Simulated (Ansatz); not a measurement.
Values for one crystal, relaxed and computed with DFT-r²SCAN in the program Ansatz with PAW potentials; other levels are named.

```yaml
volume_per_atom: 35.38 Å³
band_gap: 1.17 eV (indirect)
conduction_band_minimum: off the standard path, at k = (-0.122, 0.120, -0.380) in fractions of the reciprocal vectors
Formation energy from the elements (no fitted shifts): -0.96 eV/atom
valence_band_maximum: at R (k = 0.000, 0.500, 0.000 in fractions of the reciprocal vectors)
electron_effective_mass: 0.26, 0.39, 3.0 mₑ (principal values)
smallest_direct_gap_on_the_standard_path: 1.67 eV
```

**Question.** Which compound is it?
A) Rb2Te2Pt, Immm (Rb on 4j, Te on 4h, Pt on 2a)
B) TeO2, P4_32_12 (Te on 4a, O on 8b)
C) RbBr, rock salt
D) TePb2S, P4/mmm (Te on 1c, Pb on 1a, Pb on 1d, S on 1b)

**Answer.** A, Rb2Te2Pt, Immm (Rb on 4j, Te on 4h, Pt on 2a)

The workflow started from a Materials Project entry (that database holds measured and hypothetical structures alike); the Crystallography Open Database copy checked does not list it. Whether it is the stable phase at ambient conditions was not checked. Symmetry was held in the r²SCAN relaxation; its stability against distortions is not shown here. No spin polarisation was allowed. The references are the lowest solids computed at this level, not always the standard phases. Spin–orbit coupling is left out wherever it is not named.

Potentials: the later of the program's two PAW sets.
